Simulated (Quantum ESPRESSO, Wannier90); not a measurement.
Wannierisation of Ge2Mo (I4/mmm)

```xyz
3
Lattice="0.0000 -3.3202 0.0000 3.3202 0.0000 0.0000 -1.6601 1.6601 4.0932" Properties=species:S:1:pos:R:3 pbc="T T T"
Ge    -1.6601     1.6601     1.3235
Ge     1.6601    -1.6601    -1.3235
Mo     0.0000     0.0000     0.0000
```

Materials Project entry mp-10201; symmetrised, unrelaxed at this level. Not found in the COD (Crystallography Open Database) copy used, which has the formula in other groups; not checked further. Method: LDA plane waves in Quantum ESPRESSO 7.5 (PseudoDojo norm-conserving files, 64 Ry, no spin polarisation, no spin-orbit coupling), Bloch states on a 10×10×10 mesh through Γ, Wannier90 4.0.1. Density: 10×10×10 mesh, cold smearing 0.01 Ry. Spin-orbit coupling, left out, would split the p-like bands by a few tenths of an eV.

Energies are relative to the Fermi level.

**Bands.** No gap over 0.05 eV opens at the Fermi level at this level of theory. 3 filled groups are cut off by gaps; the highest, bands 5–14, spans -24.87 to -24.65 eV and is Ge 3d 100 %.

**Model.** 17 functions (Ge sp, Mo spd) from bands 15-41, frozen to 1.50 eV, reach Ω_I = 20.40 Å² and follow pw.x to 1.1 meV rms (states up to 1.0 eV relative to the Fermi level).

**Frozen window.** Edge, Ω_I and misfit go -1.5 eV, 20.27 Å², 16 meV; -0.5 eV, 20.31 Å², 8.7 meV; 1.5 eV, 20.40 Å², 1.1 meV; 2.5 eV, 20.50 Å², 0.8 meV. Ω_I never falls as the edge rises, since each frozen state takes freedom from the choice of the smoothest subspace. The edges under the compared range leave its upper states unfrozen, and their misfit is the largest.

**No window.** Without a frozen window Ω_I drops to 19.60 Å² while the misfit grows to 276 meV: a small spread is no proof of good bands.

**Outer window.** The setting "only the lowest 22 of the kept bands" raises Ω_I to 27.64 Å², as fewer states are left to mix in, and the misfit goes to 1.8 meV.
